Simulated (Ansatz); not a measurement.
The cell below belongs to a search over invented structures; it isn't taken from experiment.

Input and command of a plane-wave DFT calculation in Ansatz:

```yaml
crystal:
  lattice:
    - [9.6200302205, 0.0, 0.0]
    - [-4.8100151102, 8.3311905561, 0.0]
    - [0.0, 0.0, 2.9147925942]
  atoms:
    - { symbol: W, position: [0.3333333333, 0.6666666667, 0.2118344371] }
    - { symbol: W, position: [0.6666666667, 0.3333333333, 0.7118344371] }
    - { symbol: S, position: [0.5482906717, 0.8241453063, 0.7619048602] }
    - { symbol: S, position: [0.2758546347, 0.4517093283, 0.7619048602] }
    - { symbol: S, position: [0.1758546937, 0.7241453653, 0.7619048602] }
    - { symbol: S, position: [0.4517093283, 0.1758546937, 0.2619048602] }
    - { symbol: S, position: [0.7241453653, 0.5482906717, 0.2619048602] }
    - { symbol: S, position: [0.8241453063, 0.2758546347, 0.2619048602] }
basis:
  ecutwfc: 420
kpoints:
  mp_grid: { grid: [3, 3, 10] }
hamiltonian:
  xc: pbe
scf:
  occupations: { method: gaussian, width: 0.02 }
output:
  forces: true
  stress: true
  eigenvalues: true
relax:
  adjacent_minimum: "off"
  f_tol: 0.01
  max_steps: 30
  cell: { stress_tol: 0.1, fix: [volume] }
```

```bash
ansatz run input.yaml --threads 1 --pin off --max-ram 2560MiB --backend cpu --events-out ev --progress --plain --runs-dir out
```

Processor: Arm Neoverse V1, 1 thread, on a host shared with other jobs.

How long does it run, and how much memory does it take?

About 110 s, peak memory 0.47 GiB. It solves 40 bands at 18 k points (after reduction by symmetry) with about 4545 plane waves, in 43 SCF iterations over 7 ionic steps.
